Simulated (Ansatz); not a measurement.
Here is the system:

Te2Mo:
Space group P6₃/mmc (No. 194); a = 3.5462 Å, b = 3.5462 Å, c = 14.2585 Å, α = 90.00°, β = 90.00°, γ = 120.00°

```csv
atom,site,symmetry,x,y,z
Te,4f,3m.,0.6667,0.3333,0.1243
Mo,2c,-6m2,0.3333,0.6667,0.2500
```

This is the r²SCAN+D4-relaxed structure.

Q: All from plane-wave PAW r²SCAN+D4 (Ansatz code), unless another level is named. Predict the smallest direct gap on the standard path.

A: 1.08 eV.

Q: Predict the HSE06 gap on the r²SCAN+D4 cell.

A: 1.22 eV.

Q: Give the electron effective mass with spin–orbit coupling.

A: 0.40, 0.52, 0.83 mₑ (principal values).

Q: Give the formation energy from the elements (no fitted shifts).

A: -30 kJ/mol of atoms.

Q: Give the conduction-band minimum.

A: on the K–Γ line, 41 % of the way from K (6 equivalent valleys).

Space group P6_3/mmc. The cell was relaxed with r²SCAN+D4 under the symmetry of its start. No spin polarisation was allowed. The references are the lowest solids computed at this level, not always the standard phases. Scalar-relativistic: spin–orbit coupling is off unless named, which matters more the heavier the elements.

Potentials: the earlier of the program's two PAW sets.
